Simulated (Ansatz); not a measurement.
**From the elastic tensor of Si7Ge to moduli and sound speeds**

Computed with DFT LDA, scalar-relativistic, plane waves, PAW (Ansatz 0.2.0). Cutoff 420 eV, 8×8×8 k-points (Γ-centred), fixed occupations. No spin polarisation.

Symmetry: P-43m, No. 215, cubic system. Conventional cell: a = 5.425 Å, b = 5.425 Å, c = 5.425 Å, α = 90.00°, β = 90.00°, γ = 90.00°. Around Si (site symmetry 3m) lie 3 Si at 2.34 Å and 1 Ge at 2.37 Å. Around Si (site symmetry -42m) lie 4 Si at 2.34 Å. Ge (site symmetry -43m) has 4 Si at 2.37 Å as nearest neighbours.

Relaxed-ion constants (GPa, on the Cartesian axes of the calculation):
C11 = 156.6, C12 = 62.2, C13 = 62.2, C22 = 156.6, C23 = 62.2, C33 = 156.6, C44 = 74.6, C55 = 74.6, C66 = 74.6 GPa; the others vanish.

Density 2.800 g/cm³; 8 atoms in 159.65 Å³.

The values that follow are for a polycrystal of randomly turned grains, by Hill's mean where one number stands.

```
Bulk modulus, Voigt / Reuss / Hill          : 93.7 / 93.7 / 93.7 GPa
Shear modulus, Voigt / Reuss / Hill         : 63.6 / 60.5 / 62.1 GPa
Young's modulus                             : 153 GPa
Poisson ratio                               : 0.229
Pugh ratio B/G                              : 1.51
Universal anisotropy index                  : 0.26
Longitudinal and transverse sound speeds    : 7938 and 4708 m/s
Debye temperature from the mean sound speed : 572 K
```

Whether Si7Ge exists in this form wasn't checked.

Cost: 1 run of about 28 core-minutes, on Intel Xeon Processor @ 2.50GHz (Skylake/Cascade Lake) (shared hosts).